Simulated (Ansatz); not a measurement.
SrFeO3: computed property card

SrFeO$_{3}$:
```
CELL_PARAMETERS angstrom
      3.78339     0.00000     0.00000
      0.00000     3.78339     0.00000
      0.00000     0.00000     3.78339
ATOMIC_POSITIONS crystal
  Sr 0.00000 0.00000 0.00000
  Fe 0.50000 0.50000 0.50000
  O  0.00000 0.50000 0.50000
  O  0.50000 0.00000 0.50000
  O  0.50000 0.50000 0.00000
```
The run is spin-polarised; directions of the spins, atom by atom: 0 ↑ 0 0 0.

Space group Pm-3m (No. 221), cubic perovskite; conventional cell a = 3.783 Å, b = 3.783 Å, c = 3.783 Å, α = 90.00°, β = 90.00°, γ = 90.00°.

Method: the program Ansatz at the PBEsol level (PAW). Structure relaxed to zero pressure with the same functional. Other levels are named where they apply.

Cell and energy:

| Quantity | Value |
|---|---|
| Volume per atom | 10.83 Å³ |
| Density | 5.87 g/cm³ |
| Formation energy from the elements (no fitted shifts) | -199 kJ/mol of atoms |

Electronic structure:

| Item | Value |
|---|---|
| Electronic character | metallic (no gap) |
| Density of states at the Fermi level | 0.22 states/eV per atom (mean over ±0.08 eV) |

Magnetism:

| Property | Value |
|---|---|
| Magnetic order | ferromagnetic |
| Net moment | 0.67 μB per atom |

Mechanics:

| Quantity | Result |
|---|---|
| Elastic constants (relaxed ions, GPa) | C11 = 289, C12 = 109, C44 = 113 |
| Mechanical stability | stable (all eigenvalues of C positive) |
| Hill bulk and shear moduli | 169 and 103 GPa |
| Young's modulus | 258 GPa |
| Poisson's ratio | 0.25 |
| Debye temperature from the elastic constants | 627 K |

The first step of the workflow began from a Materials Project structure, measured or hypothetical; the Crystallography Open Database copy checked does not list it. Its standing as an ambient phase is unchecked. Symmetry was held in the PBEsol relaxation; whether a distortion lowers the energy is not shown. The final state is ferromagnetic, chosen from 4 collinear starts compared on coarse meshes (ties went to the first, and starts can fall back to one state), not a proven ground state. No Hubbard U is applied. The compound may be a true metal, but semilocal functionals without U, or a wrong spin order, can also close a gap. As this level gives no gap, shear constants depend on the k-mesh and smearing (Fermi–Dirac, 0.1 eV here). The references are the lowest solids computed at this level, not always the standard phases (solids in place of the gases). Spin–orbit coupling is left out wherever it is not named.

Potentials: the later of the program's two PAW sets.
